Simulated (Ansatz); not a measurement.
A crystal relaxed with r2SCAN in the PAW code Ansatz has space group Cm (No. 8) and a = 13.962 Å, b = 4.222 Å, c = 7.303 Å, β = 100.1°.

| atom | site | x | y | z |
| --- | --- | --- | --- | --- |
| P | 2a | 0.0008 | 0.0000 | 0.0006 |
| Sb | 2a | 0.4991 | 0.0000 | 0.5003 |
| Sb | 2a | 0.2520 | 0.0000 | 0.7586 |
| Sb | 2a | 0.2481 | 0.5000 | 0.2398 |
| Xx | 2a | 0.0557 | 0.5000 | 0.1647 |
| Xx | 2a | 0.0587 | 0.0000 | 0.7092 |
| Xx | 2a | 0.3282 | 0.5000 | 0.9399 |
| Xx | 2a | 0.3075 | 0.0000 | 0.4368 |

The r2SCAN gap is direct at Γ: 0.11 eV. The HSE06 gap is direct at Γ: 0.47 eV. Meshes: r2SCAN 6×6×4, HSE06 4×4×2.

Question: Which element is Xx?
A. Tl
B. Ga
C. Al
D. B

Answer: B. Xx is Ga: an ordered 8-atom cell of Ga4Sb3P on the zincblende lattice (Cm). Around P lie 4 Ga at 2.37–2.48 Å; around Sb lie 4 Ga at 2.63–2.70 Å; around Sb lie 4 Ga at 2.60–2.66 Å; around Sb lie 4 Ga at 2.61–2.65 Å; around Ga lie 2 P at 2.48 Å and 2 Sb at 2.65–2.70 Å; around Ga lie 1 P at 2.41 Å and 3 Sb at 2.65–2.66 Å; around Ga lie 1 P at 2.37 Å and 3 Sb at 2.62–2.63 Å; around Ga lie 4 Sb at 2.60–2.63 Å.

(Calculated; spin-unpolarised; the phase may be known or hypothetical.)

Spin-orbit coupling is left out, which matters wherever the heavy atoms make up the band edges.

Gaps or overlaps of about a tenth of an eV are at the limit of these meshes: between the points read a gap can be smaller or closed.

The meshes of the hybrids are coarse, so their gaps aren't converged to the digits shown.
